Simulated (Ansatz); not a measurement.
A plane-wave DFT run in Ansatz 0.2.0 (scalar-relativistic PAW potentials unless the input names others): input and command.

```yaml
crystal:
  lattice:
    - [1.4075671164, 0.8126592536, 7.0285623679]
    - [-1.4075671164, 0.8126592536, 7.0285623679]
    - [0.0, -1.6253185072, 7.0285623679]
  atoms:
    - { symbol: Ag, position: [0.0, 0.0, 0.0] }
    - { symbol: Pd, position: [0.7786683324, 0.7786683324, 0.7786683324] }
    - { symbol: Pd, position: [0.2213316676, 0.2213316676, 0.2213316676] }
basis:
  ecutwfc: 420
  xc_grid: 1
kpoints:
  mp_grid: { grid: [18, 18, 18] }
hamiltonian:
  xc: pbe
scf:
  occupations: { method: gaussian, width: 0.1 }
output:
  forces: true
  eigenvalues: true
  stress: true
```

```bash
ansatz run input.yaml --threads 1 --pin off --max-ram 2560MiB --backend cpu --events-out ev --progress --plain --runs-dir out
```

Abridged log:
```
Basis set: ecut = 420 eV, 947 PW (Γ), FFT grids on a1−a3, a2−a3, a3
Bands: 33, of which v1, the nominal top of the filled ones, is band 28 counted from 1 (27 counted from 0)
Symmetry: 12 space group operations
k-points: 580 of 5832
SCF iter   1: F=—  HF=-21536.314953 eV  |F-HF|=—  |Δ(HF+E_count)|=         —  Δρ=6.18e-3  dr2=2.25e-2  ethr=1.77e-3  ⟨swp⟩=5.4  Hψ=70507  notcnv=0
SCF iter   2: F=—  HF=-21536.314380 eV  |F-HF|=—  |Δ(HF+E_count)|=   5.73e-4  Δρ=2.79e-3  dr2=1.04e-2  ethr=4.08e-5  ⟨swp⟩=1.3  Hψ=24523  notcnv=0
SCF iter   3: F=—  HF=-21536.313240 eV  |F-HF|=—  |Δ(HF+E_count)|=   1.14e-3  Δρ=7.62e-4  dr2=1.85e-3  ethr=1.88e-5  ⟨swp⟩=1.0  Hψ=18639  notcnv=0
SCF iter   4: F=—  HF=-21536.312946 eV  |F-HF|=—  |Δ(HF+E_count)|=   2.94e-4  Δρ=3.36e-4  dr2=6.60e-5  ethr=3.37e-6  ⟨swp⟩=1.5  Hψ=20038  notcnv=0
SCF iter   5: F=—  HF=-21536.312935 eV  |F-HF|=—  |Δ(HF+E_count)|=   1.16e-5  Δρ=1.18e-4  dr2=7.83e-6  ethr=1.20e-7  ⟨swp⟩=2.3  Hψ=30159  notcnv=0
SCF iter   6: F=—  HF=-21536.312934 eV  |F-HF|=—  |Δ(HF+E_count)|=   2.08e-7  Δρ=2.24e-5  dr2=1.12e-7  ethr=1.42e-8  ⟨swp⟩=2.2  Hψ=26689  notcnv=0
SCF iter   7: F=-21536.312934 eV  HF=-21536.312934 eV  |F-HF|=5.23e-9  |Δ(HF+E_count)|=   1.16e-8  Δρ=5.79e-6  dr2=1.51e-8  ethr=1.82e-10  ⟨swp⟩=6.6  Hψ=70557  notcnv=0
SCF 1 converged in 7 iterations: F = -21536.312934 eV  dr2 = 1.51e-8
SCF converged after 7 iterations
Free energy (F): -21536.312934 eV
Harris-Foulkes:  -21536.312934 eV  (|F-HF|=5.23e-9)
Internal energy: -21536.295834 eV  (E = F + TS)
E sigma→0 (E₀):  -21536.304384 eV
Entropy (-TS):   -0.017101 eV (-5.700 meV/atom)
Fermi energy:    17.770823 eV
--- Forces (eV/Å), atoms counted from 1 ---
  atom   1  Ag     0.00000000     0.00000000     0.00000000
  atom   2  Pd     0.00000000     0.00000000    -0.00065178
  atom   3  Pd     0.00000000     0.00000000     0.00065178
--- Stress (GPa, compression-positive) ---
       -0.024338       0.000000       0.000000
        0.000000      -0.024338       0.000000
        0.000000       0.000000       0.003956
  P = ⅓ Tr σ = -0.0149 GPa (-0.149 kbar)
```

Apart from outputs, empty bands and the relaxation, which only the reference makes, the input differs from a reference run on usual settings in basis.xc_grid: not typed → 1. The reference, at the same geometry, ended its own course with pressure -0.02 GPa, largest force 0.001 eV/Å, no gap on the mesh. This run converged in 7 SCF iterations with an energy at zero smearing within 0.01 meV/atom of the reference's, pressure -0.01 GPa, largest force 0.001 eV/Å, no gap on the mesh.

The run took 16 s on 1 thread of Intel(R) Xeon(R) 6975P-C (Granite Rapids), with other jobs on the host, peak memory 0.86 GiB.